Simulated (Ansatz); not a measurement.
# Two states of Ti₂SiS

```
Ti Si S
1.0
     1.66398    2.88209    0.00000
    -1.66398    2.88209    0.00000
     0.00000    0.00000   11.61155
Ti Si S
4 2 2
Direct
  0.33333 0.33334 0.09900
  0.66666 0.66667 0.59900
  0.33333 0.33334 0.40100
  0.66667 0.66667 0.90100
  0.00000 0.00000 0.00000
  0.00000 0.00000 0.50000
  0.66667 0.66666 0.25000
  0.33334 0.33333 0.75000
```

Single point in Ansatz 0.2.0 with r2SCAN, with U_eff = 4.98 eV on Ti d, V = 0.75 eV between Ti d and S p within 3.121 Å (all-electron-ortho-atomic projectors). Cutoff 500 eV, PAW datasets, 8×8×2 Γ-centred k mesh, fermi-dirac filling (width 0.1 eV).

State A: no moments (collinear spin). State B: Ti1 up, Ti2 down, Ti3 up, Ti4 down (collinear spin).

**Question.** Compare the two self-consistent states.

**Answer.** State B is lower by 70.2 meV an atom at zero smearing; in free energy at this smearing B lies -66.0 meV an atom from A.

```csv
state,free energy (meV/atom),largest moment in a small sphere (μB),net moment (μB/cell),gap on mesh (eV),pressure (GPa),largest force (eV/Å)
A,66.0,0.00,0.00,metal,39.7,6.05
B,0.0,0.74,0.00,0.28,51.3,6.86
```

Origin: a known structure type with other elements, at an estimated volume, so it need not be a known compound. Caveats: atoms or cell far from equilibrium; the gap is not wide against the smearing; the stability of the state was not judged.
